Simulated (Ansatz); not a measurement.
Input and command of a calculation in Ansatz (plane waves; scalar-relativistic PAW potentials unless the input names others):

```yaml
crystal:
  lattice:
    - [-1.7570681244, 1.7570681244, 1.373143044]
    - [1.7570681244, -1.7570681244, 1.373143044]
    - [1.7570681244, 1.7570681244, -1.373143044]
  atoms:
    - { symbol: Si, position: [0.0, 0.0, 0.0] }
basis:
  ecutwfc: 420
kpoints:
  mp_grid: { grid: [22, 22, 22] }
hamiltonian:
  xc: lda
scf:
  occupations: { method: cold, width: 0.05 }
  convergence: { dr2_threshold: 1.0e-11 }
output:
  forces: true
  eigenvalues: true
  stress: true
```

```bash
ansatz run input.yaml --threads 1 --pin off --max-ram 2560MiB --backend cpu --events-out ev --progress --plain --runs-dir out
```

Abridged log:
```
Pseudopotentials: kind: paw
Pseudopotential: Si, paw, valence charge 4, recommended cutoff 420 eV (normal)
Functional definition: SPW92
Crystal: 1 atom, lattice volume = 16.957 Å³
Basis set: ecut = 420 eV, 341 PW (Γ)
Bands: 6, of which v1, the nominal top of the filled ones, is band 2 counted from 1 (1 counted from 0)
Symmetry: 16 space group operations
Space group: I4/mmm (ITA 139), of the structure as read, at distance tolerance 2.6e-5 Å
k-points: 834 of 10648
Initial density: superposition of atomic densities (neutral atoms: chi_scale 0, normalization atom), corrected by the library's trained network
Initial wavefunctions: pseudopotential atomic-orbital guess
Functional: x = slater, c = lda
SCF iter   1: F=—  HF=-608.118725 eV  |F-HF|=—  |Δ(HF+E_count)|=         —  Δρ=4.03e-3  dr2=2.41e-3  ethr=1.77e-3  ⟨swp⟩=5.6  Hψ=47663  notcnv=0
SCF iter   2: F=—  HF=-608.117825 eV  |F-HF|=—  |Δ(HF+E_count)|=   9.00e-4  S|Δr|=    0.00e0  Δρ=1.59e-3  dr2=3.14e-4  ethr=6.02e-5  ⟨swp⟩=1.2  Hψ=11933  notcnv=0
SCF iter   3: F=—  HF=-608.117706 eV  |F-HF|=—  |Δ(HF+E_count)|=   1.20e-4  S|Δr|=    0.00e0  Δρ=1.75e-4  dr2=2.07e-6  ethr=7.86e-6  ⟨swp⟩=2.0  Hψ=6458  notcnv=0
SCF iter   4: F=—  HF=-608.117706 eV  |F-HF|=—  |Δ(HF+E_count)|=   8.19e-8  S|Δr|=    0.00e0  Δρ=1.99e-5  dr2=5.52e-8  ethr=5.18e-8  ⟨swp⟩=2.0  Hψ=6453  notcnv=0
SCF iter   5: F=—  HF=-608.117707 eV  |F-HF|=—  |Δ(HF+E_count)|=   8.29e-7  S|Δr|=    0.00e0  Δρ=5.64e-6  dr2=5.63e-9  ethr=1.38e-9  ⟨swp⟩=1.0  Hψ=4801  notcnv=0
SCF iter   6: F=-608.117707 eV  HF=-608.117707 eV  |F-HF|=3.41e-13  |Δ(HF+E_count)|=   2.33e-9  S|Δr|=    0.00e0  Δρ=7.15e-8  dr2=6.41e-13  ethr=1.00e-12  ⟨swp⟩=4.8  Hψ=21327  notcnv=0
SCF 1 converged in 6 iterations: F = -608.117707 eV  dr2 = 6.41e-13
SCF converged after 6 iterations
Stability not checked: this state was not tested for a lower state beside it, because cold or Methfessel-Paxton smearing, or corrected tetrahedra, fill the levels in a way that the test cannot read (fill_not_monotonic; see scf.lower_state_search)
Free energy (F): -608.117707 eV
Harris-Foulkes:  -608.117707 eV  (|F-HF|=3.41e-13)
Internal energy: -608.117759 eV  (E = F + TS)
E sigma→0 (E₀):  -608.117724 eV
Entropy (-TS):   0.000052 eV (0.052 meV/atom)
Fermi energy:    8.363525 eV
--- Forces (eV/Å), atoms counted from 1 ---
  atom   1  Si     0.00000000     0.00000000     0.00000000
--- Stress (GPa, compression-positive) ---
      -12.036923       0.000000       0.000000
        0.000000     -12.036923       0.000000
        0.000000       0.000000     -13.150715
  P = ⅓ Tr σ = -12.4082 GPa (-124.082 kbar)
```

Apart from outputs and empty bands, the input differs from a reference run on usual settings in scf.convergence.dr2_threshold: not typed → 1e-11; scf.occupations.method: "gaussian" → "cold"; scf.occupations.width: 0.15 → 0.05. The reference, at the same geometry (not necessarily relaxed), gave pressure -12.32 GPa, largest force 0.000 eV/Å, no gap on the mesh. This run converged in 6 SCF iterations (reference: 6) with an energy at zero smearing 0.02 meV/atom below the reference's, pressure -12.41 GPa, largest force 0.000 eV/Å, no gap on the mesh.

Time: 9 s on 1 thread of Intel(R) Xeon(R) Processor @ 2.70GHz, with other jobs on the host, peak memory 0.41 GiB.